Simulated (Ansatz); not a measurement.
The relaxed structure here is a generated cell of SrTlI3: the first start was made by placing the elements on the sites of a structure type, and the end was not matched to a known phase here, so it may be hypothetical.

The start is a generated trial cell of SrTlI3 in the GdFeO3 structure type. A full variable-cell relaxation at zero pressure is run with r2SCAN (plane waves to 500 eV, PAW, scalar-relativistic; Ansatz, a first-principles code). The first steps use a coarse 2×2×2 k-mesh.

The start:
```
SrTlI3
1.0
    8.70744     0.00000     0.00000
    0.00000    12.28618     0.00000
    0.00000     0.00000     8.67837
Tl Sr I
4 4 12
Direct
  0.48770   0.25000   0.99160
  0.98770   0.25000   0.50840
  0.51230   0.75000   0.00840
  0.01230   0.75000   0.49160
  0.00000   0.00000   0.00000
  0.50000   0.50000   0.50000
  0.00000   0.50000   0.00000
  0.50000   0.00000   0.50000
  0.03130   0.25000   0.05860
  0.53130   0.25000   0.44140
  0.96870   0.75000   0.94140
  0.46870   0.75000   0.55860
  0.28800   0.53700   0.21300
  0.78800   0.96300   0.28700
  0.71200   0.03700   0.78700
  0.21200   0.46300   0.71300
  0.71200   0.46300   0.78700
  0.21200   0.03700   0.71300
  0.28800   0.96300   0.21300
  0.78800   0.53700   0.28700
```

```json
{
 "energy_released": "93 meV/atom",
 "Shortest distances (start → end)": "The closest pairs of elements (up to four, under 3.6 Å), start → end: I–Sr 3.13 → 3.27 Å; I–Tl 3.72 → 3.48 Å",
 "band_gap_at_the_end": "3.76 eV, direct within 0.03 eV (at Γ) (no spin-orbit coupling)",
 "optimiser_moves": "8"
}
```

Final values are on a 3×3×4 k-mesh of the relaxed cell. No spin polarisation in the result.

The run could not lose the symmetry of its start: the end is stationary, and may be a saddle point rather than a minimum.
